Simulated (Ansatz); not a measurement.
Ag (dhcp (α-La type), P6_3/mmc) at seven volumes, r²SCAN (plane waves, PAW; program Ansatz), shape and atoms relaxed at each. One row is withheld.

| V (Å³/atom) | P (GPa) |
|---|---|
| 15.763 | 12.59 |
| 16.283 | 7.52 |
| 16.802 | 3.39 |
| 17.322 | 0.00 |
| 17.842 | -2.77 |
| 18.361 | -5.04 |
| 18.881 | ? |

**Question.** Fit the shown pressures and predict the withheld one.

**Answer.** Third-order Birch–Murnaghan: P = (3/2)B₀(x^(7/2) − x^(5/2))[1 + (3/4)(B′ − 4)(x − 1)] with x = (V₀/V)^(2/3). Least squares on the six rows gives V₀ = 17.322 Å³/atom, B₀ = 102.1 GPa, B′ = 5.71. At V = 18.881, x = 0.9442 and P = -6.88 GPa. The run itself gave -6.90 GPa.

The workflow started from a Materials Project entry (that database holds measured and hypothetical structures alike); the Crystallography Open Database files this formula in space group No. 194, but the cells were not matched. It is not the phase usual at ambient conditions (space group No. 225). The r²SCAN relaxation kept the symmetry of its start; whether a distortion lowers the energy is not shown. The run is not spin-polarised.

Potentials: the earlier of the program's two PAW sets.
